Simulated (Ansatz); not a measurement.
**Relaxing LaGa2 in the AlB2 type**

First guess:

```yaml
crystal:
  lattice:
    - [4.40593, 0.00000, 0.00000]
    - [-2.20297, 3.81565, 0.00000]
    - [0.00000, 0.00000, 4.84653]
  atoms:
    - { symbol: La, position: [0.00000, 0.00000, 0.00000] }
    - { symbol: Ga, position: [0.33333, 0.66667, 0.50000] }
    - { symbol: Ga, position: [0.66667, 0.33333, 0.50000] }
```

These are results of DFT, LDA, PAW with Ansatz's default frozen-core files, scalar-relativistic in Ansatz 0.2.0, not measurements.

Cell and atoms relax within the symmetry of the start on a 10×10×8 k mesh with 0.08 eV Fermi–Dirac smearing.

The start is built from a prototype, known or not as a phase of this compound; the cutoff is 420 eV.

No spin–orbit coupling, which matters for the heavy atoms here.

Question: What is the pressure of the first guess?

Answer: -9.58 GPa.

Question: What does it relax to?

Answer: a = 4.226 Å, b = 4.226 Å, c = 4.346 Å, α = 90.00°, β = 90.00°, γ = 120.00° (conventional cell), 22.40 Å³ per atom:
```cif
data_structure
_symmetry_space_group_name_H-M 'P6/mmm'
_symmetry_Int_Tables_number 191
_cell_length_a 4.2258
_cell_length_b 4.2258
_cell_length_c 4.3460
_cell_angle_alpha 90.000
_cell_angle_beta 90.000
_cell_angle_gamma 120.000
_cell_volume 67.21
loop_
_atom_site_label
_atom_site_type_symbol
_atom_site_symmetry_multiplicity
_atom_site_Wyckoff_symbol
_atom_site_fract_x
_atom_site_fract_y
_atom_site_fract_z
_atom_site_occupancy
La1 La 1 a 0.00000 0.00000 0.00000 1
Ga1 Ga 2 d 0.33333 0.66667 0.50000 1
```

Question: How much energy does the relaxation release?

Answer: 178 meV/atom.
